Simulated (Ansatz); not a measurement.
The slice is one period of a (1 -1 0 0) plane through atoms; its size isn't given.

Computed with r2SCAN (plane waves to 500 eV, PAW, scalar-relativistic; Ansatz, a program for electronic structure). Inside the PAW spheres the values are not all-electron values, and peaks at nuclei hang on which shells count as valence.

```
|999741000014799|
|998631000013689|
|876420000002467|
|553200000000235|
|221000000000012|
|000000000000000|
|000000000000000|
|000000000000000|
|000000111100000|
|000001222210000|
|000001233210000|
|000011333311000|
|000001233210000|
|000001222210000|
|000000111100000|
|000000000000000|
|000000000000000|
|000000000000000|
|221000000000012|
|553200000000235|
|876420000002467|
|998631000013689|
|999741000014799|
|999851000015899|
```
Scale: ten equal steps from -1.03 (start of '0') to 0.54 (end of '9'), in the order '0123456789'. Values: log₁₀ of the valence density in e/Å³. The map has 15 points along u (one character each, u = 0 at the left) and 24 along v (v = 0 in the bottom row). The scale is logarithmic, as a density can span decades between atoms and voids.

```
|xx@@+  ::  +@@x|
|x@@%:  --  :%@@|
|@@%=  .==.  =%@|
|#*-   -++-   -*|
|..   :=++=:   .|
|   .:-====-:.  |
|-----::..::----|
|#*+=:      :=+*|
|%#*-.      .-*#|
|%%+:   ..   :+%|
|%%+.  .::.  .+%|
|%#+.  :--:  .+#|
|%%+.  .::.  .+%|
|%%+:   ..   :+%|
|%#*-.      .-*#|
|#*+=:      :=+*|
|-----::..::----|
|   .:-====-:.  |
|..   :=++=:   .|
|#*-   -++-   -*|
|@@%=  .==.  =%@|
|x@@%:  --  :%@@|
|xx@@+  ::  +@@x|
|xxx@*  ..  *@xx|
```
Scale: ten equal steps from 0.09 (start of ' ') to 0.85 (end of '@'), in the order ' .:-=+*#%@'. Values: electron localisation function (ELF). The map has 15 points along u (one character each, u = 0 at the left) and 24 along v (v = 0 in the bottom row). Points within 0.5 Å of a nucleus are blanked (x), as the pseudised field means little there.

### Question
Which relaxed crystal do these maps come from?
(A) Y (hcp, Mg type)
(B) Zn (hcp, Mg type)
(C) Mg (hcp, Mg type)

### Answer
A, Y (hcp, Mg type). Atoms on the slice: Y at (0.00, 0.00)

All were relaxed with their symmetry unable to fall. The PAW data are Ansatz's earlier set. Y is run without spin polarisation.
